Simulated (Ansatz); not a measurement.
LiB3N3:
```xyz
14
Lattice="4.3985 0.0000 0.0000 -2.1993 3.8092 0.0000 0.0000 0.0000 7.0992" Properties=species:S:1:pos:R:3 pbc="T T T"
N      0.7251     1.2559     5.3244
N      2.9484     0.0000     5.3244
N     -1.4742     2.5534     5.3244
B      1.4886     0.0000     5.3244
B      1.4550     2.5201     5.3244
B     -0.7443     1.2892     5.3244
Li     0.0000     0.0000     0.0000
N      1.4742     2.5534     1.7748
N     -0.7251     1.2559     1.7748
N      1.4502     0.0000     1.7748
B      2.9099     0.0000     1.7748
B     -1.4550     2.5201     1.7748
B      0.7443     1.2892     1.7748
Li     0.0000     0.0000     3.5496
```

Relaxed with PBE+D3(BJ). Special points in fractions of this cell's reciprocal vectors: Γ (0.000, 0.000, 0.000); M (0.500, 0.000, 0.000); K (0.333, 0.333, 0.000); A (0.000, 0.000, 0.500); L (0.500, 0.000, 0.500); H (0.333, 0.333, 0.500).

Question: List the band energies nearest the Fermi level at these points for PBE+D3(BJ) in the plane-wave PAW code Ansatz.

Answer: In eV from the Fermi level; about four levels below and three above (degenerate sets whole), none deeper than 8.9 eV; points with the same levels are listed once.

```csv
k,below,above
Γ,-0.33 -0.33 -0.09 -0.09,0.02 4.52 5.43 5.43
M,-6.98 -6.25 -5.24 -0.36,0.30 1.45 2.67
K,-7.80 -6.95 -6.47 -6.47,1.89 1.89 1.95 1.95
A,-0.44 -0.44 -0.44 -0.44,1.86 1.86 6.79 6.79 6.79 6.79
L,-5.75 -5.75 -0.21 -0.21,2.40 2.40 3.01 3.01
H,-7.29 -7.29 -7.29 -7.29,1.78 1.78 1.78 1.78
```

Space group P6_3/mcm. A made-up cell: these elements were put on the sites of a structure type; neither database checked (COD, Materials Project) lists it. Its standing as an ambient phase is unchecked. The cell was relaxed with PBE+D3(BJ) under the symmetry of its start; its stability against distortions is not shown here.

Potentials: the later of the program's two PAW sets.
